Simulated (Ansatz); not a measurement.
Relaxed-ion elastic tensor of V$_{2}$InC in space group P6_3/mmc (No. 194; V on 4f, In on 2d, C on 2a) in GPa (Voigt order), PBEsol (plane waves, PAW; program Ansatz); density 7.32 g/cm³, 12.97 Å³ per atom.

```tsv
	1	2	3	4	5	6
1	321	79.3	105	0.0	0.0	0.0
2	79.3	321	105	0.0	0.0	0.0
3	105	105	293	0.0	0.0	0.0
4	0.0	0.0	0.0	116	0.0	0.0
5	0.0	0.0	0.0	0.0	116	0.0
6	0.0	0.0	0.0	0.0	0.0	121
```

Question: Is the crystal mechanically stable?

Answer: Yes: the smallest eigenvalue of C is 116 GPa.

Question: Work out the Voigt, Reuss and Hill averages.

Answer: K_V = 168, K_R = 168, K_H = 168; G_V = 114, G_R = 113, G_H = 113 GPa.

Question: Give Young's modulus, Poisson's ratio, Pugh's ratio and the universal anisotropy index.

Answer: E = 9KG/(3K + G) = 277 GPa; ν = 0.22; K/G = 1.48 (brittle by the Pugh limit of 1.75); A_U = 5G_V/G_R + K_V/K_R − 6 = 0.04.

Question: Estimate the sound speeds and the Debye temperature.

Answer: v_l = √((K + 4G/3)/ρ) = 6600 m/s, v_t = √(G/ρ) = 3930 m/s, mean 4350 m/s; Θ = (h/k)(3n/4πV)^(1/3) v_m = 552 K.

Question: Solve the Christoffel equation for the three sound speeds along x, y, z.

Answer: Eigenvalues of C_ijkl n_j n_l equal ρv². In km/s, slowest first: x 3.98, 4.06, 6.62; y 3.98, 4.06, 6.62; z 3.98, 3.98, 6.33.

Question: How much does each axis shrink under pressure?

Answer: Linear compressibilities β_i = Σ_j S_ij (j = 1 to 3): x 2.0, y 2.0, z 2.0 per TPa.

The first step of the workflow began from a Materials Project structure, measured or hypothetical; the Crystallography Open Database copy checked does not list it. Whether it is the stable phase at ambient conditions was not checked. Symmetry was held in the PBEsol relaxation; of distortions, only those at the zone centre were tested. No spin polarisation was allowed. As this level gives no gap, shear constants depend on the k-mesh and smearing (Fermi–Dirac, 0.1 eV here).

Potentials: the later of the program's two PAW sets.
